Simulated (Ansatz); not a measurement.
Input:

Relaxed Re (hcp, Mg type):

```xyz
2
Lattice="2.7751 0.0000 0.0000 -1.3876 2.4033 0.0000 0.0000 0.0000 4.4830" Properties=species:S:1:pos:R:3 pbc="T T T"
Re     0.0000     1.6022     3.3622
Re     1.3876     0.8011     1.1207
```

Scan: atom 2 (Re, nearest neighbour Re at 2.755 Å; its periodic images, 2.8 Å or more away, move with it) is displaced along Cartesian [110], direction (0.707, 0.707, 0.000) in Cartesian axes, by s. The other atoms stay.

The numbers are results of PBE (plane waves to 420 eV, PAW, scalar-relativistic; Ansatz, an electronic-structure program), not measurements. k mesh 15×15×9 (Γ-centred), Fermi-Dirac smearing 0.05 eV. The energy includes the smearing's −TS. With partly filled bands, energies and forces of such displacements shift with the k mesh and the smearing. Re is run without spin polarisation. Re was relaxed with its symmetry unable to fall. Spin-orbit coupling is left out, though Re is heavy. The zero of ΔE is the undisplaced structure.

The scan covers s from -0.280 to 0.280 Å in 11 points.

Task: Is this a single well or a double well?

Result: A single well with its minimum at or next to zero displacement.

Task: Is the energy the same for displacements of ±0.280 Å, and if not, which side lies higher?

Result: Not even: the positive side lies higher at ±0.280 Å. With its periodic images moving along, the atom's site symmetry in this cell is -6m2.

Task: What force acts on the atom along the line at s = -0.280 Å?

Result: 1.07 eV/Å.

Task: What is the force constant k = d²E/ds² of this move at s = 0?

Result: 4.81 eV/Å².

Task: With two atoms in the cell this is the zone-centre optical mode. What wavenumber follows?

Result: 119 cm⁻¹.

(For displaced atoms, the force is minus the slope of the energy, and its curvature is a force constant, which sets phonon frequencies.)
